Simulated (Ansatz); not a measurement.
**What internal relaxation does to the elastic constants of C**

Theory: DFT LDA, scalar-relativistic, plane waves, PAW (Ansatz). Settings: 420 eV plane-wave cutoff, Γ-centred 18×18×2 mesh, Gaussian smearing of 0.10 eV. No spin polarisation.

Relaxed structure:
```xyz
12
Lattice="2.4448 0.0000 0.0000 -1.2224 2.1173 0.0000 0.0000 0.0000 29.3266" Properties=species:S:1:pos:R:3 pbc="T T T"
C     1.2224    0.7058   29.3985
C     1.2224    0.7058   14.7357
C     1.2224    0.7058   21.3751
C     1.2224    0.7058    6.7123
C     0.0000    0.0000   18.0554
C     0.0000    1.4115    6.7118
C     0.0000    0.0000    3.3921
C     1.2224    0.7058   18.0554
C     0.0000    1.4115   21.3756
C     0.0000    1.4115    3.3921
C     0.0000    1.4115   14.7352
C     0.0000    1.4115   29.3990
```

The crystal is built of layers and no dispersion correction was added, so the binding between them is poorly described, and with it their spacing and whatever depends on it.

Clamped-ion constants (GPa, Voigt order; atoms follow the strain homogeneously):
```
756.4 133.8  -1.3   0.0   0.0   0.0
133.8 756.4  -1.3   0.0   0.0   0.0
 -1.3  -1.3  13.2   0.0   0.0   0.0
  0.0   0.0   0.0   1.0   0.0   0.0
  0.0   0.0   0.0   0.0   1.0   0.0
  0.0   0.0   0.0   0.0   0.0 311.3
```

**Question.** What are the constants once the atoms relax in each strained cell?

**Answer.**
C11 = 739.7, C12 = 150.3, C22 = 739.7, C33 = 0.1, C44 = 0.1, C55 = 0.1, C66 = 294.7 GPa; the others vanish.
The Voigt shear modulus goes from 155.6 to 147.6 GPa and the Voigt bulk modulus from 198.7 to 197.8 GPa. Relaxation subtracts ΛᵀK⁻¹Λ/V, with Λ the forces that a strain puts on the atoms and K the zone-centre force constants. At a stable cell this can only lower the diagonal constants, and it acts only for strains that share their symmetry with an optical mode; elsewhere, and where the coupling is weak, the constants hardly move.

Cost: 2 runs of about 18 core-minutes in all, on Oxide Virtual Turin-like Processor (Zen 5) (shared hosts).